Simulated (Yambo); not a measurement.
BSE-type run in Yambo on KOH (space group Cmc2_1, No. 36), at zero momentum. PBEsol wavefunctions on a 4×4×4 mesh, a = b = 5.539 Å, c = 3.973 Å, α = β = 90.00°, γ = 138.58°.

Yambo input:
```
rim_cut
optics
bse
bss
dipoles
em1s
RandQpts= 1000000
RandGvec= 1 Ry
FFTGvecs= 40 Ry
Chimod= "HARTREE"
BSKmod= "SEX"
BSEmod= "resonant"
BSSmod= "hs"
BSENGexx= 15 Ry
BSENGBlk= 3 Ry
% KfnQP_E
 2.532 | 1.0 | 1.0 |
%
% BSEQptR
 1 | 1 |
%
% BSEBands
 11 | 26 |
%
% BEnRange
 0.0 | 14.7 | eV
%
% BDmRange
 0.15 | 0.15 | eV
%
BEnSteps= 294
% BLongDir
 1.0 | 0.0 | 0.0 |
%
BSHayTrs= -0.02
BSSNEig= 24
WRbsWF
% BndsRnXs
 1 | 45 |
%
NGsBlkXs= 3 Ry
% LongDrXs
 1.0 | 1.0 | 1.0 |
%
```

From the report:

The dimension is k points × valence × conduction bands = 64 × 6 × 10 = 3840.
```
   [SLEPC] Approach                          : Krylov-Schur
   [SLEPC] Number of requested eigenvalues   :  24
   [SLEPC] Number of eigenvalues        [NEV]:  24
    [K] Dimension                                    :   3840
    [K] Bands                                        :  11  26
    [K] Exchange res                                 : yes
    [K] Correlation res                              : yes
    [K] W interaction is bare                        : no
    [K] RL vectors exchange                          :   545
    [K] RL vectors correlation                       :   47
    [W] Matrix size                                  :   47
    [W] Bands                                        :    1   45
    [W] Coulomb Cutoff                               : none
    [W] Hxc Kernel                                   : HARTREE
```

Geometry of the Materials Project entry, not relaxed at this level.

The structure is a Materials Project entry; no match was found in the copy of COD used, and its stability was not checked.
